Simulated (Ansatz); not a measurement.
VSi2 in space group P6_422 (No. 181; V on 3c, Si on 6i) at seven volumes, plane-wave PAW r²SCAN (Ansatz code), shape and atoms relaxed at each. One row is withheld.

```tsv
V (Å³/atom)	P (GPa)
11.366	21.77
11.741	13.31
12.116	?
12.490	0.00
12.865	-5.19
13.240	-9.59
13.614	-13.31
```

Fit the shown pressures and predict the withheld one.

P = (3/2)B₀(x^(7/2) − x^(5/2))[1 + (3/4)(B′ − 4)(x − 1)] with x = (V₀/V)^(2/3). Least squares on the six rows gives V₀ = 12.490 Å³/atom, B₀ = 187 GPa, B′ = 4.44. At V = 12.116, x = 1.0205 and P = 6.08 GPa. The run itself gave 6.11 GPa.

The workflow started from a Materials Project entry (that database holds measured and hypothetical structures alike); the Crystallography Open Database files this formula in space group No. 181, but the cells were not matched. Its standing as an ambient phase is unchecked. The cell was relaxed with r²SCAN under the symmetry of its start; its stability against distortions is not shown here. The workflow began spin-polarised and lost its moments.

Potentials: the later of the program's two PAW sets.
